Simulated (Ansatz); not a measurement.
## Ca: strain energy, fitted

Ca, I4/mmm, a = 4.328 Å, c = 4.306 Å. This isn't the element's structure at ambient conditions. Ansatz: PBEsol, PAW, 420 eV, Γ-centred 10×10×10 mesh on 2 atoms, Gaussian smearing 0.10 eV; no spin polarisation. Series: equal strain along all axes, cell held, atoms fixed by symmetry; x is the strain in per cent. y is the free energy over the unstrained cell, V0 = 40.321 Å³/atom.

| x (%) | y (meV/atom) |
| --- | --- |
| -6.0 | ? |
| -4.0 | 33.43 |
| -2.0 | 8.29 |
| 0.0 | 0.00 |
| 2.0 | 6.64 |
| 4.0 | 27.04 |
| 6.0 | 59.83 |

Problem. Fit y = c2 x² + c3 x³ to the other rows, turn c2 into a modulus, and predict the missing energy.

Solution. Least squares on the rows shown. y = 1.9090 x² − 0.042623 x³. In eV per unit strain² c2 is 19.09; the stiffness is B for this strain (E = 9/2 B V0 ε², shape held): 2 × 19.09 × 160.2 / (9 × 40.321) = 16.9 GPa. The unstrained cell keeps some stress along the strain, worth a slope of -0.31 meV/atom per %, which the form leaves out. At x = -6.0 the fit asked for gives 77.93 meV/atom. The run gave 78.62 meV/atom, so the fit is 0.69 meV/atom too low, within twice the rms miss on the fitted rows (0.50 meV/atom).